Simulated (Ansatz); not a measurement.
A relaxed cell of ScCuC4N4 is given with its symmetry left out. The cell was found from a structure generator's guess, not taken from experiment.

All numbers below come from DFT PBE, scalar-relativistic, plane waves, PAW in Ansatz. Cutoff 420 eV, Γ-centred mesh, Gaussian smearing, no spin polarisation.

```yaml
crystal:
  lattice:
    - [6.15253, 0.00000, 0.00000]
    - [0.00000, 6.15253, 0.00000]
    - [0.00000, 0.00000, 6.15253]
  atoms:
    - { symbol: Sc, position: [0.00000, 0.00000, 0.00000] }
    - { symbol: Cu, position: [0.50000, 0.50000, 0.50000] }
    - { symbol: C, position: [0.20842, 0.20842, 0.20842] }
    - { symbol: C, position: [0.20842, 0.79158, 0.79158] }
    - { symbol: C, position: [0.79158, 0.20842, 0.79158] }
    - { symbol: C, position: [0.79158, 0.79158, 0.20842] }
    - { symbol: N, position: [0.31812, 0.31812, 0.31812] }
    - { symbol: N, position: [0.31812, 0.68188, 0.68188] }
    - { symbol: N, position: [0.68188, 0.31812, 0.68188] }
    - { symbol: N, position: [0.68188, 0.68188, 0.31812] }
```

Energies over the elements count from the elements' standard structures at the same level (N₂ as a molecule), with no fitted energy shifts.

**Question.** Find its symmetry and describe it.

**Answer.** P-43m (No. 215). Conventional cell: a = 6.153 Å. Around Sc lie 4 C at 2.22 Å; Cu has 4 N at 1.94 Å; around C lie 1 N at 1.17 Å and 1 Sc at 2.22 Å; N has 1 C at 1.17 Å and 1 Cu at 1.94 Å.

**Question.** How far does it lie from the elements in energy?

**Answer.** +0.209 eV/atom. It can't be a ground state, since the elements alone are lower.

**Question.** Is it a metal?

**Answer.** No, the gap on the 6×6×6 mesh is 1.65 eV.

**Question.** From what recipe could a structure generator have reached it?

**Answer.** One such recipe: two interpenetrating cyanide-bridged diamond nets (P-43m, No. 215). Other recipes can lead to the same cell.

The last run used a 6×6×6 mesh for its 10-atom cell and Gaussian smearing of 0.02 eV. Kohn–Sham gaps at this level usually fall short of measured ones. The reference form of C is held partly by dispersion forces, which this level lacks. A structure relaxed within its symmetry needn't be a true minimum.
